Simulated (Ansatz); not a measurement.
GaSb in space group P6_422 (No. 181; Ga on 3c, Sb on 3d), DFT-PBEsol in the program Ansatz with PAW potentials, all energies at zero smearing, with the estimated change up to a 700 eV cutoff added, with one set of potentials and settings (totals compare only within such a set). Cell of 6 atoms (3 Ga, 3 Sb): -30454.170 eV.

```csv
element,reference phase,E (eV/atom)
Ga,"Cmce, 4 atoms in the cell",-3743.2073
Sb,"R-3m, 2 atoms in the cell",-6408.1643
```

Formation energy per atom, worked out: (-30454.170 − 3×(-3743.2073) − 3×(-6408.1643))/6 = -0.009 eV/atom (-1 kJ per mol of atoms), at 0 K, without zero-point energy or fitted corrections.

The start of the workflow was typed in or built on a structure type; neither database checked (COD, Materials Project) lists it. It is not the phase usual at ambient conditions (space group No. 216). The PBEsol relaxation kept the symmetry of its start; whether a distortion lowers the energy is not shown. The references are the lowest solids computed at this level, not always the standard phases. Scalar-relativistic: spin–orbit coupling is off unless named, which matters more the heavier the elements.

Potentials: the earlier of the program's two PAW sets. The files were generated under PBE; for other functionals the program regenerates the frozen cores, and for LDA and PBEsol the local potential too.
